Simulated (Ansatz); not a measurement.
Total density of states per atom from plane-wave PAW PBEsol (Ansatz code), in 0.25 eV bins, energy from the Fermi level:

| E (eV) | states/eV/atom |
|---|---|
| -7.85 | 0.56 |
| -7.60 | 0.59 |
| -7.35 | 0.46 |
| -7.10 | 0.39 |
| -6.85 | 0.38 |
| -6.60 | 0.43 |
| -6.35 | 0.57 |
| -6.10 | 0.44 |
| -5.85 | 0.45 |
| -5.60 | 0.42 |
| -5.35 | 0.28 |
| -5.10 | 0.48 |
| -4.85 | 1.14 |
| -4.60 | 1.12 |
| -4.35 | 1.66 |
| -4.10 | 2.58 |
| -3.85 | 1.02 |
| -3.60 | 1.79 |
| -3.35 | 1.43 |
| -3.10 | 1.34 |
| -2.85 | 1.87 |
| -2.60 | 2.21 |
| -2.35 | 1.08 |
| -2.10 | 0.65 |
| -1.85 | 0.61 |
| -1.60 | 0.91 |
| -1.35 | 0.39 |
| -1.10 | 0.41 |
| -0.85 | 0.72 |
| -0.60 | 0.91 |
| -0.35 | 0.80 |
| -0.10 | 0.44 |
| 0.15 | 0.20 |
| 0.40 | 0.54 |
| 0.65 | 1.34 |
| 0.90 | 1.37 |
| 1.15 | 1.05 |
| 1.40 | 1.01 |
| 1.65 | 0.86 |
| 1.90 | 1.03 |
| 2.15 | 0.64 |
| 2.40 | 0.33 |
| 2.65 | 0.25 |
| 2.90 | 0.62 |
| 3.15 | 0.51 |
| 3.40 | 0.76 |
| 3.65 | 0.47 |
| 3.90 | 0.36 |
| 4.15 | 0.28 |
| 4.40 | 0.34 |
| 4.65 | 0.28 |

Question: Which of these materials gives this?
(A) Pd, simple cubic
(B) ScPd3N, anti-perovskite
(C) LaNbN3, cubic perovskite
(D) GaIr3N, anti-perovskite

Answer: B, ScPd3N, anti-perovskite. Within 0.5 eV of the Fermi level: Pd 4d 39 %, Sc 3d 27 %, N 2p 17 %, outside the projected shells 15 %. Projections are on Löwdin-orthogonalised atomic valence shells; empty p or d shells of many metals are not among them.

Space group Pm-3m (anti-perovskite). The start of the workflow was typed in or built on a structure type; neither database checked (COD, Materials Project) lists it. Whether it is the stable phase at ambient conditions was not checked. The cell was relaxed with PBEsol under the symmetry of its start; phonons show weakly imaginary modes. No spin polarisation was allowed. Scalar-relativistic: spin–orbit coupling is off unless named, which matters more the heavier the elements.

Potentials: the earlier of the program's two PAW sets. The files were generated under PBE; for other functionals the program regenerates the frozen cores, and for LDA and PBEsol the local potential too.
